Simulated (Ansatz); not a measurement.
LaZrNO2:
```
CELL_PARAMETERS angstrom
     -2.94130     2.94573     4.08926
      2.94130    -2.94573     4.08926
      2.94130     2.94573    -4.08926
ATOMIC_POSITIONS crystal
  La 0.75000 0.97842 0.22842
  La 0.25000 0.52158 0.27158
  Zr 0.01564 0.75000 0.76564
  Zr 0.48436 0.25000 0.73436
  N  0.31389 0.56389 0.75000
  N  0.18611 0.93611 0.25000
  O  0.75000 0.39118 0.64118
  O  0.25000 0.10882 0.85882
  O  0.80933 0.55933 0.25000
  O  0.69067 0.94067 0.75000
```

r²SCAN (plane waves, PAW; program Ansatz) gives a gap of 2.66 eV without spin–orbit coupling, maximum at X, minimum at Γ.

**Question.** What happens when spin–orbit coupling is switched on?

**Answer.** The gap is nearly the same, to 2.66 eV; maximum at X, minimum at Γ.

**Question.** Give the hole effective mass with spin–orbit coupling.

**Answer.** 0.75, 1.2, 4.6 mₑ (principal values).

Space group I2_12_12_1. The start of the workflow was typed in or built on a structure type; neither database checked (COD, Materials Project) lists it. Its standing as an ambient phase is unchecked. Symmetry was held in the r²SCAN relaxation; its stability against distortions is not shown here. No spin polarisation was allowed.

Potentials: the earlier of the program's two PAW sets.
